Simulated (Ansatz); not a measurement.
All numbers below come from DFT PBE, scalar-relativistic, plane waves, PAW (Ansatz). Settings: cutoff 420 eV, Γ-centred meshes spaced at most about 0.3 Å⁻¹, and about 0.25 Å⁻¹ or finer for metals (2π included), Gaussian smearing. Collinear spin in cells that started with moments and kept them past the coarse steps, no spin elsewhere.

Each of these unrelaxed guesses is relaxed in cell and atoms within its symmetry. A guess keeps its type if space group and coordination stay and the shape of the cell changes little (axis ratios within about 15 %, angles within 6°); the volume may change.

1. FePtC4N4 (collinear spin from parallel moments)

Space group P-43m (No. 215). a = 5.907 Å, b = 5.907 Å, c = 5.907 Å, α = 90.00°, β = 90.00°, γ = 90.00°
| atom | site | symmetry | x | y | z |
| --- | --- | --- | --- | --- | --- |
| Fe | 1a | -43m | 0.0000 | 0.0000 | 0.0000 |
| Pt | 1b | -43m | 0.5000 | 0.5000 | 0.5000 |
| C | 4e | .3m | 0.1894 | 0.1894 | 0.1894 |
| N | 4e | .3m | 0.3038 | 0.3038 | 0.3038 |

2. Hf3Si2N

Space group P-6m2 (No. 187). a = 4.077 Å, b = 4.077 Å, c = 8.882 Å, α = 90.00°, β = 90.00°, γ = 120.00°
```tsv
atom	site	symmetry	x	y	z
Hf	1f	-6m2	0.6667	0.3333	0.5000
Hf	1a	-6m2	0.0000	0.0000	0.0000
Hf	1b	-6m2	0.0000	0.0000	0.5000
Si	2h	3m.	0.3333	0.6667	0.2517
N	1e	-6m2	0.6667	0.3333	0.0000
```

Question: Which guesses survive the relaxation?

Answer: Guess 1 keeps its type.

```
guess  kept  start group  end group  V start (Å³/atom)  V end  b/a and c/a, end over start  nearest neighbours start  nearest neighbours end
    1   yes        P-43m      P-43m               20.6   20.8                   1.00, 1.00      C 1, Fe 4, N 1, Pt 4    C 1, Fe 4, N 1, Pt 4
    2    no        P-6m2      P-6m2               21.3   16.2                   1.00, 0.56          Hf 3, N 3, Si 12      Hf 11, N 11, Si 14
```

Neighbours count within 15 % of an atom's shortest distance; end groups are read at 0.02 Å (0.05 Å in metals).

Spin–orbit coupling, which can matter for Hf and Pt, is left out. A magnetic state wasn't ruled out in cells without spin, among them Hf3Si2N P-6m2. Another magnetic order may lie lower. Cells relaxed within their symmetry can be saddle points.
